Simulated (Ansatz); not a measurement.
Starting cell, CsPbCl₃ (cubic perovskite):

```yaml
crystal:
  lattice:
    - [5.67354, 0.00000, 0.00000]
    - [0.00000, 5.67354, 0.00000]
    - [0.00000, 0.00000, 5.67354]
  atoms:
    - { symbol: Cs, position: [0.00000, 0.00000, 0.00000] }
    - { symbol: Pb, position: [0.50000, 0.50000, 0.50000] }
    - { symbol: Cl, position: [0.00000, 0.50000, 0.50000] }
    - { symbol: Cl, position: [0.50000, 0.50000, 0.00000] }
    - { symbol: Cl, position: [0.50000, 0.00000, 0.50000] }
```

In this cell atom 4 (Cl, nearest neighbour Pb at 2.837 Å; its periodic images, 5.7 Å or more away, move with it) is moved by s along Cartesian z, unit vector (0.000, 0.000, 1.000); all other atoms and the cell stay fixed.

Method: r2SCAN (plane waves to 500 eV, PAW, scalar-relativistic; Ansatz, a program for electronic structure). k mesh 5×5×5 (Γ-centred), Fermi-Dirac smearing 0.05 eV. Energies are smeared free energies. CsPbCl3 was relaxed with its symmetry unable to fall. Spin-orbit coupling is left out, though Pb is heavy. The PAW data are Ansatz's earlier set. This is a high-temperature form of CsPbCl3. ΔE is measured from the undisplaced structure.

| s (Å) | ΔE (meV/cell) |
|---|---|
| -0.850 | 3281 |
| -0.680 | 1423 |
| -0.510 | 541 |
| -0.340 | withheld |
| -0.170 | 30 |
| 0.000 | 0 |
| 0.170 | 30 |
| 0.340 | withheld |
| 0.510 | 541 |
| 0.680 | 1423 |
| 0.850 | 3281 |

Problem. Fit an even polynomial form (powers 2, 4, 6) to the given rows and predict ΔE at s = 0.340.

Solution. Least squares on the 9 given rows: ΔE = (970.4)·s² + (3875)·s⁴ + (1477)·s⁶, in meV/cell with s in Å; root-mean-square residual 0.7 meV/cell. At 0.340 the fit gives 166 meV/cell; the calculation gives 164 meV/cell, so the interpolation is off by 2 (+1.2 %). The quadratic term alone would give 112 meV/cell.

(A displaced cell: forces are minus the slopes of the energy, force constants its curvatures, and phonons follow from these.)
